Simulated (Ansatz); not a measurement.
# ScF3: moving Sc off its site

ScF3, Pm-3m, a = 4.012 Å (as given, not relaxed at this level: 1.4 GPa). The structure is a COD entry; whether it is the stable form wasn't checked. Ansatz: r2SCAN, PAW, 500 eV, Γ-centred 6×6×6 mesh on 4 atoms, Gaussian smearing 0.05 eV; no spin polarisation.

```xyz
4
Lattice="4.0125 0.0000 0.0000 0.0000 4.0125 0.0000 0.0000 0.0000 4.0125" Properties=species:S:1:pos:R:3 pbc="T T T"
Sc    0.0000    0.0000    0.0000
F     2.0062    0.0000    0.0000
F     0.0000    2.0062    0.0000
F     0.0000    0.0000    2.0062
```

Atom 1 (Sc) moves by x along the unit vector (1.000, 0.000, 0.000), with its periodic images; all else is held. y is the free energy of the cell over the start, F the force along the path summed over the moved atoms. Symmetry makes y even in x.

```
  x (Å) y (meV) F (eV/Å)
-0.3000    657.4      5.80
-0.1500    125.0      1.84
 0.0000      0.0      0.00
 0.0375      7.1     -0.38
 0.0750     28.8     -0.79
 0.1125     67.2     -1.27
 0.1875    206.8     -2.54
 0.2250    317.9     -3.41
 0.2625        ?         ?
```

**Question.** Fit y = c2 x² + c4 x⁴ to the energies of the other rows, give the force constant, and predict energy and force of the missing row.

**Answer.** Least squares on the rows shown. y = 4969.4 x² + 25940 x⁴. The force constant is 2 c2 = 9.94 eV/Å² (for all images moving together, not for a lone atom). The force −dy/dx at the missing row is -4.49 eV/Å (computed -4.49). At x = 0.2625 the fit asked for gives 465.6 meV. The run gave 465.4 meV, so the fit is 0.2 meV too high, a small miss on the scale of the series.